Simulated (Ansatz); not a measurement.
Relaxed WSe2 (2H-MoS2 type, space group P6_3/mmc):

```yaml
crystal:
  lattice:
    - [3.27906, 0.00000, 0.00000]
    - [-1.63953, 2.83975, 0.00000]
    - [0.00000, 0.00000, 12.78607]
  atoms:
    - { symbol: W, position: [0.33333, 0.66667, 0.25000] }
    - { symbol: W, position: [0.66667, 0.33333, 0.75000] }
    - { symbol: Se, position: [0.33333, 0.66667, 0.61827] }
    - { symbol: Se, position: [0.66667, 0.33333, 0.11827] }
    - { symbol: Se, position: [0.66667, 0.33333, 0.38173] }
    - { symbol: Se, position: [0.33333, 0.66667, 0.88173] }
```

In this cell atom 5 (Se, nearest neighbour W at 2.534 Å; its periodic images, 3.3 Å or more away, move with it) is moved by s along Cartesian x, unit vector (1.000, 0.000, 0.000); all other atoms and the cell stay fixed.

Level of theory: PBE-D3(BJ) (plane waves to 420 eV, PAW, scalar-relativistic; Ansatz, a program for electronic structure). k mesh 9×9×2 (Γ-centred), Fermi-Dirac smearing 0.05 eV. The energy includes the smearing's −TS. Spin-orbit coupling is left out, though W is heavy. WSe2 is run without spin polarisation. WSe2 was relaxed with its symmetry unable to fall. The zero of ΔE is the undisplaced structure.

```
s (Å)   ΔE (meV/cell)
------  -------------
-0.510           1122
-0.408            729
-0.306            414
-0.204       withheld
-0.102             46
0.000               0
0.102              46
0.204        withheld
0.306             414
0.408             729
0.510            1122
```

**Question.** Fit an even polynomial form (powers 2, 4) to the given rows and predict ΔE at s = -0.204.

**Answer.** Least squares on the 9 given rows: ΔE = (4487)·s² + (-665.9)·s⁴, in meV/cell with s in Å; root-mean-square residual 0.4 meV/cell. At -0.204 the fit gives 186 meV/cell; the calculation gives 185 meV/cell, so the interpolation is off by 1 (+0.5 %). The quadratic term alone would give 187 meV/cell.

(For displaced atoms, the force is minus the slope of the energy, and its curvature is a force constant, which sets phonon frequencies.)
